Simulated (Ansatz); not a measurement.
5 guesses for LaTe4 and where they end

These are results of DFT PBE, scalar-relativistic, plane waves, PAW (Ansatz), not measurements. All cells share a 420 eV cutoff and Γ-centred k meshes spaced at most about 0.3 Å⁻¹ (about 0.25 or finer for metals, 2π included). No spin polarisation in the final relaxations.

Each guess was relaxed in cell and atoms at zero pressure, within the symmetry of its start. These are static total energies at zero pressure. Coordination counts Te atoms around La (those within 1.25 times the shortest such distance or 1.15 times the sum of covalent radii; a plus sign parts nearer from farther groups).

```csv
guess,made from,start group,V start (Å³/atom),end group,V end (Å³/atom),coordination at the end,gap on mesh (eV),E over the lowest end (meV/atom)
1,SnI4 type,P-43m,36.9,P-43m,39.1,La 4,0,576
2,random cell,Im-3m,36.1,?,?,?,?,?
3,random cell,P4mm,37.7,P4mm,37.5,La 5+4,0,0
4,random cell,F-43m,37.0,F-43m,37.9,La 12,0,317
5,random cell,R3m,35.6,R3m,51.3,La 7,0,29
```

Guess 2 as it starts:

```cif
data_structure
_symmetry_space_group_name_H-M 'Im-3m'
_symmetry_Int_Tables_number 229
_cell_length_a 7.1219
_cell_length_b 7.1219
_cell_length_c 7.1219
_cell_angle_alpha 90.000
_cell_angle_beta 90.000
_cell_angle_gamma 90.000
_cell_volume 361.24
loop_
_atom_site_label
_atom_site_type_symbol
_atom_site_symmetry_multiplicity
_atom_site_Wyckoff_symbol
_atom_site_fract_x
_atom_site_fract_y
_atom_site_fract_z
_atom_site_occupancy
La1 La 2 a 0.00000 0.00000 0.00000 1
Te1 Te 8 c 0.25000 0.25000 0.25000 1
```

Problem. Fill in the missing row: what does this guess relax into, and where does it rank?

Solution. It ends in space group Im-3m (No. 229), with a = 7.306 Å, 39.0 Å³/atom and no gap. It lies 157 meV/atom over the lowest end, above guess 5 and below guess 4. Counting Te atoms around La, this end has La 8 and the lowest (guess 3) has La 5+4.

```yaml
crystal:
  lattice:
    - [-3.65294, 3.65294, 3.65294]
    - [3.65294, -3.65294, 3.65294]
    - [3.65294, 3.65294, -3.65294]
  atoms:
    - { symbol: La, position: [0.00000, 0.00000, 0.00000] }
    - { symbol: Te, position: [0.50000, 0.50000, 0.50000] }
    - { symbol: Te, position: [0.00000, 0.00000, 0.50000] }
    - { symbol: Te, position: [0.00000, 0.50000, 0.00000] }
    - { symbol: Te, position: [0.50000, 0.00000, 0.00000] }
```

The zero of energy is the elements' standard structures at the same level; no fitted shifts are applied.

Problem. Is the lowest end bound against the elements?

Solution. Yes: its formation energy is −0.58 eV/atom. It lies below the elements, which doesn't yet make it stable against other compounds or structures.

No dispersion correction is applied, so the spacing and binding between layers, chains or molecules are poorly described (P4mm), and this can change margins and order among such cells. Spin–orbit coupling, which can matter for Te, is left out. In P4mm, R3m, Im-3m, F-43m, P-43m an odd number of electrons in the primitive cell allows no gap without spin; a larger cell or a magnetic state could open one. A magnetic state wasn't ruled out in cells without spin, among them P4mm, R3m, Im-3m, F-43m, P-43m. The reference form of Te is held partly by dispersion forces, which this level lacks. Cells relaxed within their symmetry can be saddle points. A lower structure may well exist outside this small set. Some candidate types were left out of the draw beforehand, so a known form may be missing.
